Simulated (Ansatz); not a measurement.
FeSi in space group P2_13 (No. 198; Fe on 4a, Si on 4a), plane-wave PAW LDA (Ansatz code): ε∞ = 104, cell volume 83.40 Å³. Infrared-active transverse modes:

```json
[
 {"ω_TO (cm⁻¹)": "236.2", "oscillator strength S_xx (e²/amu)": "0.6750"},
 {"ω_TO (cm⁻¹)": "356.1", "oscillator strength S_xx (e²/amu)": "1.961"},
 {"ω_TO (cm⁻¹)": "381.7", "oscillator strength S_xx (e²/amu)": "0.7040"},
 {"ω_TO (cm⁻¹)": "485.6", "oscillator strength S_xx (e²/amu)": "0.8862"}
]
```

Compute the static dielectric constant.

Each mode adds (4.921e7/V) S/ω²: 7.14, 9.13, 2.85, 2.22. So ε0 = 125.

The LDA relaxation kept the symmetry of its start. The run is not spin-polarised.

Potentials: the later of the program's two PAW sets.
